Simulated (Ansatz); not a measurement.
Starting cell, SnO₂ (rutile):

```
CELL_PARAMETERS angstrom
      4.82755     0.00000     0.00000
      0.00000     4.82755     0.00000
      0.00000     0.00000     3.23815
ATOMIC_POSITIONS crystal
  Sn 0.00000 0.00000 0.00000
  Sn 0.50000 0.50000 0.50000
  O  0.30658 0.30658 0.00000
  O  0.80658 0.19342 0.50000
  O  0.19342 0.80658 0.50000
  O  0.69342 0.69342 0.00000
```

Two-dimensional scan of atom 5 (O, nearest neighbour Sn at 2.089 Å; its periodic images, 3.2 Å or more away, move with it): u runs along (0.707, 0.707, 0.000), v along (0.000, 0.000, 1.000) (Cartesian). Cell and other atoms are fixed.

Computed with PBE (plane waves to 420 eV, PAW, scalar-relativistic; Ansatz, an electronic-structure program). k mesh 6×6×8 (Γ-centred), Fermi-Dirac smearing 0.05 eV. Fu and Fv are the components of the force on the atom. SnO2 was relaxed with its symmetry unable to fall. 

| Fv (eV/Å) | u = -0.690 | u = -0.345 | u = 0.000 | u = 0.345 | u = 0.690 |
|---|---|---|---|---|---|
| v = -0.690 | ? | ? | 11.60 | ? | ? |
| v = -0.345 | 2.85 | 3.95 | 4.50 | 3.95 | 2.85 |
| v = 0.000 | 0.00 | 0.00 | 0.00 | 0.00 | 0.00 |
| v = 0.345 | -2.85 | -3.95 | -4.50 | -3.95 | -2.85 |
| v = 0.690 | ? | ? | -11.60 | ? | ? |

**Question.** Fill in the missing entries.

**Answer.** 
- v = -0.690, u = -0.690: 6.54
- v = -0.690, u = -0.345: 9.86
- v = -0.690, u = 0.345: 9.86
- v = -0.690, u = 0.690: 6.54
- v = 0.690, u = -0.690: -6.54
- v = 0.690, u = -0.345: -9.86
- v = 0.690, u = 0.345: -9.86
- v = 0.690, u = 0.690: -6.54

(For displaced atoms, the force is minus the slope of the energy, and its curvature is a force constant, which sets phonon frequencies.)
